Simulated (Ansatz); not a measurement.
This Al5GaAs6 structure is the end of a relaxation. The cell was found from a structure generator's guess, not taken from experiment.

Theory: Ansatz, DFT PBE, scalar-relativistic, plane waves, PAW. Cutoff 420 eV, Γ-centred mesh, Gaussian smearing, no spin polarisation.

```yaml
crystal:
  lattice:
    - [4.05417, 0.00000, 0.00000]
    - [0.00000, 12.15807, 0.00000]
    - [0.00000, 0.00000, 5.72935]
  atoms:
    - { symbol: Al, position: [0.00000, 0.83308, 0.00001] }
    - { symbol: Al, position: [0.00000, 0.16692, 0.00001] }
    - { symbol: Al, position: [0.50000, 0.33346, 0.49986] }
    - { symbol: Al, position: [0.00000, 0.50000, 0.00000] }
    - { symbol: Al, position: [0.50000, 0.66655, 0.49986] }
    - { symbol: Ga, position: [0.50000, 0.00000, 0.50009] }
    - { symbol: As, position: [0.50000, 0.83278, 0.75076] }
    - { symbol: As, position: [0.00000, 0.00000, 0.24820] }
    - { symbol: As, position: [0.50000, 0.16722, 0.75076] }
    - { symbol: As, position: [0.00000, 0.33348, 0.25011] }
    - { symbol: As, position: [0.50000, 0.50000, 0.75024] }
    - { symbol: As, position: [0.00000, 0.66652, 0.25011] }
```

The zero of energy is the elements' standard structures at the same level; no fitted shifts are applied.

**Question.** What space group does it have?

**Answer.** Pmm2 (No. 25), with Al and Ga ordered on zinc blende sites. Conventional cell: a = 4.054 Å, b = 12.158 Å, c = 5.729 Å. Al on a site of symmetry m has 4 As at 2.48 Å; Al on a second site of symmetry m has 4 As at 2.48 Å; Ga has 4 As at 2.49 Å; As on a site of symmetry m has 3 Al at 2.48 Å and 1 Ga at 2.49 Å; 4 more sites not described.

**Question.** How far does it lie from the elements in energy?

**Answer.** −0.464 eV/atom. Whether it is stable depends on the other phases of the system, which aren't compared here.

**Question.** Is it a metal?

**Answer.** No, the gap on the 8×4×6 mesh is 1.43 eV.

The last run used an 8×4×6 mesh (in the run's order of axes) for its 12-atom cell and Gaussian smearing of 0.02 eV. Kohn–Sham gaps at this level usually fall short of measured ones. The reference form of As is held partly by dispersion forces, which this level lacks. Symmetry constrained the relaxation, so the result can be a saddle point.
